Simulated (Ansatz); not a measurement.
Method: PBE (plane waves to 420 eV, PAW, scalar-relativistic; Ansatz, a program for electronic structure). Harmonic phonons (DFPT) of each relaxed crystal were computed at Γ and up to three half-step zone-boundary points.

### Question
Exactly one of them has no imaginary mode there. Which?
(A) HfO$_{2}$ (fluorite), a = b = c = 5.098 Å, α = β = γ = 90.00°
(B) BP (zinc blende), a = b = c = 4.548 Å, α = β = γ = 90.00°
(C) CsPbCl$_{3}$ (cubic perovskite), a = b = c = 5.736 Å, α = β = γ = 90.00°

### Answer
B, BP (zinc blende), a = b = c = 4.548 Å, α = β = γ = 90.00°. Lowest modes: HfO2 230i cm⁻¹ at X = (0.5, 0.5, 0.0); CsPbCl3 44i cm⁻¹ at R = (0.5, 0.5, 0.5); BP 225 cm⁻¹ at L = (0.5, 0.0, 0.0)

All were relaxed with their symmetry unable to fall. HfO2 is run without spin polarisation. Spin-orbit coupling is left out. The PAW data are Ansatz's earlier set. This is a high-temperature form of CsPbCl3. This is a high-temperature form of HfO2.
